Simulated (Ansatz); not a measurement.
Cell and atoms are relaxed with the symmetry kept. Start:

```
CELL_PARAMETERS angstrom
1.75154 1.01125 6.50860
-1.75154 1.01125 6.50860
0.00000 -2.02250 6.50860
ATOMIC_POSITIONS crystal
Y 0.50000 0.50000 0.50000
Tl 0.00000 0.00000 0.00000
O 0.77627 0.77627 0.77627
O 0.22373 0.22373 0.22373
```

The calculation used DFT PBEsol, scalar-relativistic, plane waves, PAW in Ansatz 0.2.0.

Settings: cutoff 420 eV, Γ-centred mesh 9×9×9 on the computed 4-atom cell, Gaussian smearing of 0.02 eV; no spin polarisation.

Q: What does it relax to?

A: The volume drops by 0.82 Å³/atom to 16.48 Å³/atom, and the energy falls by 11.1 meV/atom. Final structure:
```
CELL_PARAMETERS angstrom
1.72728 0.99725 6.37715
-1.72728 0.99725 6.37715
0.00000 -1.99450 6.37715
ATOMIC_POSITIONS crystal
Y 0.50000 0.50000 0.50000
Tl 0.00000 0.00000 0.00000
O 0.77554 0.77554 0.77554
O 0.22446 0.22446 0.22446
```

Spin–orbit coupling is left out, which can shift energies with elements as heavy as these.